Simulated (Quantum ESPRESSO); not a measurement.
# In4Au2ZrIr: different elements on one site, starting from this cell

Simulated, not a measurement. The program is pw.x of Quantum ESPRESSO 7.5 (plane-wave density functional theory). The cell is made up: eight metal atoms on a face-centred cubic lattice, with elements, volume, strain and displacements drawn at random and not relaxed, so it may be unstable or far from any real phase. PseudoDojo standard norm-conserving files set the functional (PBE unless stated); there is no spin polarisation or spin-orbit coupling, the Fermi-Dirac width of 0.25 eV means electrons at about 2900 K, and the masses in the input are unused placeholders. Heavy elements are run without spin-orbit coupling, which real alloys of them have. A spin test at this wide smearing found no moment, but such smearing suppresses magnetism that the real alloy may have.

The runs put different elements on site 6. Cell, positions, cutoff, mesh and smearing stay as in the input of run 1; sites are counted in its order. Stress in the tables is positive in tension.

Input of run 1:

```
&control calculation='scf', pseudo_dir='./dojo.nc.sr.pbe.v0_5.standard.upf', outdir='./o', disk_io='minimal', tprnfor=.true., tstress=.true. /
&system ibrav=0, nat=8, ntyp=4, nbnd=70, ecutwfc=82.02448710, nosym=.true., tot_charge=0,
 occupations='smearing', smearing='fd', degauss=0.0183746611
/
&electrons conv_thr=1.470e-08, electron_maxstep=70, mixing_beta=0.5 /
ATOMIC_SPECIES
Au 1.0 Au.upf
In 1.0 In.upf
Ir 1.0 Ir.upf
Zr 1.0 Zr.upf
CELL_PARAMETERS angstrom
-4.3248 -0.0094 -0.0616
0.0522 -4.3648 4.4824
0.045 6.4715 2.1656
ATOMIC_POSITIONS angstrom
In 0.0623 -0.0275 0.0255
Au 0.0246 2.1489 2.237
Zr 0.0802 -2.2353 2.2705
In -0.0053 -0.0467 4.484
In -2.1275 4.2813 2.1652
Ir -2.1492 -0.0759 2.1409
Au -2.0498 2.1152 4.4236
In -2.0686 -2.1594 4.4558
K_POINTS automatic
5 4 4 1 1 1
```

| run | elements on sites 1 to 8 | -TS (eV) | pressure (GPa) | stress xx (GPa) | stress yy (GPa) | stress zz (GPa) | stress yz (GPa) | stress xz (GPa) | stress xy (GPa) | iterations |
| --- | --- | --- | --- | --- | --- | --- | --- | --- | --- | --- |
| 1 | In Au Zr In In Ir Au In | -0.982 | -1.22 | 1.02 | 2.15 | 0.49 | -0.92 | 0.36 | 0.18 | 14 |
| 2 | In Au Zr In In Ag Au In | -0.836 | 3.35 | -3.86 | -3.23 | -2.96 | -1.32 | 0.38 | 0.02 | 12 |
| 3 | In Au Zr In In Li Au In | -0.822 | 2.30 | -2.77 | -2.69 | -1.44 | -1.05 | 0.41 | 0.07 | 12 |
| 4 | In Au Zr In In Ta Au In | -1.034 | 1.72 | -0.82 | -0.81 | -3.53 | -0.37 | 0.41 | 0.13 | 13 |
| 5 | In Au Zr In In Nb Au In | -1.069 | 1.87 | -0.96 | -1.10 | -3.54 | -0.43 | 0.43 | 0.18 | 13 |

Forces Fx Fy Fz (eV/Å):

| site | run 1 | run 2 | run 3 | run 4 | run 5 |
| --- | --- | --- | --- | --- | --- |
| 1 | -0.17 0.56 0.89 | -0.15 0.42 0.34 | -0.14 0.38 0.56 | -0.19 0.55 0.43 | -0.19 0.54 0.43 |
| 2 | 0.13 -0.18 0.20 | 0.09 -0.17 0.17 | 0.10 -0.24 0.11 | 0.12 -0.21 -0.02 | 0.11 -0.11 -0.01 |
| 3 | -0.07 0.84 -0.24 | -0.21 -0.40 -0.19 | -0.21 -0.72 -0.31 | -0.19 0.08 -0.44 | -0.19 -0.09 -0.43 |
| 4 | 0.34 0.61 -1.27 | 0.33 0.56 -0.86 | 0.35 0.51 -1.01 | 0.35 0.56 -1.01 | 0.35 0.55 -0.99 |
| 5 | 0.17 -0.08 0.83 | 0.12 -0.37 0.61 | 0.14 -0.21 0.71 | 0.21 -0.32 0.66 | 0.21 -0.32 0.65 |
| 6 | -0.10 -0.94 -0.07 | 0.09 0.29 0.13 | 0.07 0.54 0.25 | 0.08 0.44 0.74 | 0.06 0.41 0.68 |
| 7 | -0.07 -0.05 -0.33 | -0.05 0.15 -0.01 | -0.05 0.10 0.00 | -0.11 -0.33 -0.23 | -0.11 -0.25 -0.18 |
| 8 | -0.23 -0.76 -0.01 | -0.23 -0.48 -0.19 | -0.25 -0.35 -0.31 | -0.26 -0.78 -0.12 | -0.26 -0.73 -0.15 |

Energies are left out, as each element's file has its own zero. A rerun of one cell of this series at a higher cutoff and on a denser mesh moved values by no more than 0.008 eV in energy, 0.17 GPa in stress and 0.013 eV/Å in force, and a second program with other atomic files agreed on that cell to 2 % rms in force and 0.5 GPa in pressure.